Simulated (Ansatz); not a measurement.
## Property card for LaP

LaP:
```
CELL_PARAMETERS angstrom
      0.00000     2.98933     2.98933
      2.98933     0.00000     2.98933
      2.98933     2.98933     0.00000
ATOMIC_POSITIONS crystal
  P  0.50000 0.50000 0.50000
  La 0.00000 0.00000 0.00000
```

Space group Fm-3m (No. 225), rock salt; conventional cell a = b = c = 5.979 Å, α = β = γ = 90.00°.

Method: DFT-PBEsol in the program Ansatz with PAW potentials. Geometry: relaxed at this level of theory. Other levels are named where they apply.

**Cell and energy**

Volume per atom: 26.71 Å³
Density: 5.28 g/cm³
Formation energy from the elements (no fitted shifts): -1.56 eV/atom

**Electronic structure**

- Electronic character = metallic (no gap)
- Density of states at the Fermi level = 0.06 states/eV per atom (mean over ±0.08 eV)
- Gap with spin–orbit coupling = none (metallic)

**Mechanics**

* **Bulk modulus (Birch–Murnaghan fit)**: 774 kbar
* **Pressure derivative B′**: 3.9
* **Elastic constants (relaxed ions, GPa)**: C11 = 179, C12 = 26.7, C44 = 32.2
* **Mechanical stability**: stable (all eigenvalues of C positive)
* **Hill bulk and shear moduli**: 77.5 and 45.8 GPa
* **Young's modulus**: 115 GPa
* **Poisson's ratio**: 0.25
* **Debye temperature from the elastic constants**: 326 K

**Phonons**

* **Highest zone-centre frequency**: 21.4 meV
* **Zone-centre stability**: no imaginary mode at Γ

The workflow started from an entry of the Crystallography Open Database (COD). Whether it is the stable phase at ambient conditions was not checked. Symmetry was held in the PBEsol relaxation. As this level gives no gap, shear constants depend on the k-mesh and smearing (Fermi–Dirac, 0.1 eV here). As this level gives no gap, phonon frequencies hold no LO–TO term and depend on the k-mesh and smearing (Fermi–Dirac, 0.1 eV here). The references are the lowest solids computed at this level, not always the standard phases. Spin–orbit coupling is left out wherever it is not named.

Potentials: the later of the program's two PAW sets.
